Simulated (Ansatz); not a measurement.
A geometry of AlNi away from equilibrium: step 3 of the relaxation of a relaxed AlNi cell with every coordinate shifted by Gaussian noise of σ = 0.3 Å. Method: PBEsol (plane waves to 420 eV, PAW, scalar-relativistic; Ansatz, an electronic-structure program). Γ-centred k-mesh 11×11×11 on the run's cell (coarser than for final values), Fermi–Dirac smearing 0.05 eV.

```xyz
2
Lattice="2.8312 -0.0276 0.0078 -0.0276 2.8453 0.0093 0.0078 0.0093 2.8955" Properties=species:S:1:pos:R:3:forces:R:3 pbc="T T T" free_energy=-6330.725 pressure_GPa=4.2
Al     0.3369     0.0566     0.1318   -0.9363   -0.8035    0.8514
Ni     1.6169     1.3687     1.7026    0.9363    0.8036   -0.8514
```

Positions in Å, forces in eV/Å, free energy of the cell in eV (comparable only within this code, potentials and settings). Largest force: 1.50 eV/Å, on Al1, Ni2 (atoms numbered as listed); the geometry lies 0.07 eV/atom above the end of its relaxation.

No spin polarisation in the result. A magnetic state may lie lower.
